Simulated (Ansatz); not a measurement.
**Calculated ⁵⁷Fe Mössbauer parameters for MgVFeP4O14**

Cell: a computed structure from the Materials Project (it need not be an observed phase) whose atoms were relaxed with PBE, the cell held.

```
CELL_PARAMETERS angstrom
5.06353 0.00000 0.00000
-1.95548 6.77672 0.00000
-0.02511 -0.03680 8.15938
ATOMIC_POSITIONS crystal
Mg 0.29587 0.06338 0.30276
V 0.81244 0.28425 0.50750
Fe 0.19214 0.71009 0.97235
P 0.61517 0.49146 0.80581
P 0.75443 0.89484 0.24439
P 0.24122 0.10411 0.71772
P 0.38671 0.50617 0.30812
O 0.98615 0.17542 0.67631
O 0.89753 0.06852 0.36164
O 0.84003 0.52382 0.93609
O 0.72873 0.48946 0.63137
O 0.54370 0.34444 0.31583
O 0.41605 0.09436 0.56025
O 0.42956 0.26592 0.83989
O 0.60801 0.71221 0.36271
O 0.52874 0.94753 0.14649
O 0.43652 0.63212 0.81662
O 0.29040 0.52842 0.13561
O 0.15583 0.46915 0.43517
O 0.16126 0.91563 0.81528
O 0.99889 0.85292 0.15817
```

Atoms are numbered from 1 in the order listed; like atoms form one site, named after its first atom.

The numbers come from a DFT calculation in Ansatz (PBE+U (U = 4.0 eV on Fe d, U = 2.1 eV on V d), plane waves and PAW, scalar-relativistic, collinear spin, 420 eV cutoff, Γ-centred 4×3×3 k-points, Fermi–Dirac smearing 0.02 eV). Start moments as typed (μB): 1 on each V, -4 on each Fe, none on the rest.

Isomer shifts (against α-Fe) follow from the electron density at the nucleus, δ = α(ρ − ρ₀), with α = -0.366 mm s⁻¹ a₀³ and ρ₀ = 14904.00 a₀⁻³ from a line fitted to 10 measured compounds at this level of theory (rms miss 0.11 mm/s). ΔE_Q = ½eQV_zz(1 + η²/3)^½ with Q = 0.160 b for the 14.4 keV state. B_c is the Fermi-contact field along the atom's own moment; orbital and dipolar fields are not included.

(1) Where do the absorption lines lie when the magnetic splitting is averaged out (above the ordering temperature, with the gradients of this state)?

(2) And the six lines of Fe from the contact field alone, leaving the quadrupole term aside?

## Answers

(1) Fe (1 atom a cell): δ = 0.54, |ΔE_Q| = 0.71 mm/s, a doublet at 0.19 and 0.90 mm/s.

(2) With |B_c| = 34.1 T and nuclear moments 0.090604 and -0.15532 μN the lines lie at -4.95, -2.64, -0.33, 1.41, 3.72, 6.04 mm/s, in the ratio 3:2:1:1:2:3 for a powder. High-spin Fe(III) in oxides shows about 50 T, so a measured sextet would be far wider.

The largest force is 1.1 eV/Å, so the atoms aren't at the calculated equilibrium and relaxing them would move these values. With these PAW files V_zz is typically within 2 to 3 % of all-electron values, but misses above 10 % occur on Fe. The magnetic order is the one that the run reached from its start moments, not necessarily the measured one. Semilocal functionals underestimate the core's spin polarisation, so contact fields of ionic iron come out too small in magnitude.
